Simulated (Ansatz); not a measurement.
Trial structure of Si2C3, not yet relaxed:

```cif
data_structure
_symmetry_space_group_name_H-M 'P 1'
_symmetry_Int_Tables_number 1
_cell_length_a 3.8814
_cell_length_b 3.8814
_cell_length_c 4.8143
_cell_angle_alpha 90.000
_cell_angle_beta 90.000
_cell_angle_gamma 120.000
_cell_volume 62.81
loop_
_atom_site_label
_atom_site_type_symbol
_atom_site_fract_x
_atom_site_fract_y
_atom_site_fract_z
_atom_site_occupancy
Si1 Si 0.00000 0.00000 0.00000 1
Si2 Si 0.33333 0.66667 0.50000 1
C1 C 0.66667 0.33333 0.24227 1
C2 C 0.66667 0.33333 0.75773 1
C3 C 0.00000 0.00000 0.50000 1
```

The calculation used DFT PBE, scalar-relativistic, plane waves, PAW in Ansatz. Cutoff 420 eV; k points 6×6×4 on the computed 5-atom cell (Γ-centred); Gaussian smearing, width 0.10 eV; no spin polarisation.

The zero of energy is the elements' standard structures at the same level; no fitted shifts are applied.

Q: How far from equilibrium is it?

A: The pressure is -23.6 GPa (the mean over three directions, positive in compression), the largest force is 1.36 eV/Å, and the energy is +2.61 eV/atom against the elements. The shortest distance is 2.24 Å.

Q: How much does it gain on relaxing, and where does it end?

A: Relaxing gains about 1.5 eV/atom (the start's value is from the coarse mesh, so the gain is rough) in 38 ionic steps and ends at +1.07 eV/atom on the finer mesh. The symmetry stays P-6m2 (No. 187). The volume per atom grows by 23.5 %, from 12.6 to 15.5 Å³. The shortest distance goes from 2.24 Å (Si–C) to 1.54 Å (C–C). The ratio c/a of the conventional cell changes by a factor of 2.47. Conventional cell: a = 3.081 Å, c = 9.433 Å. Si on its first site is surrounded by 6 C at 1.94 Å; Si on its second site is surrounded by 3 C at 1.78 Å; around C on a site of symmetry 3m lie 1 C at 1.54 Å and 3 Si at 1.94 Å; 1 more site not described.

The last run used a 12×12×4 mesh (in the run's order of axes) for its 5-atom cell and Gaussian smearing of 0.10 eV. Weakly bound directions are ill-defined at this level, which has no dispersion term. The reference form of C is held partly by dispersion forces, which this level lacks. The relaxation can't lower the symmetry of the start. Symmetry constrained the relaxation, so the result can be a saddle point. Another cell of Si2C3 relaxed alike, in P-3m1, lies 233 meV/atom lower, so this cell isn't the stable form at this level.
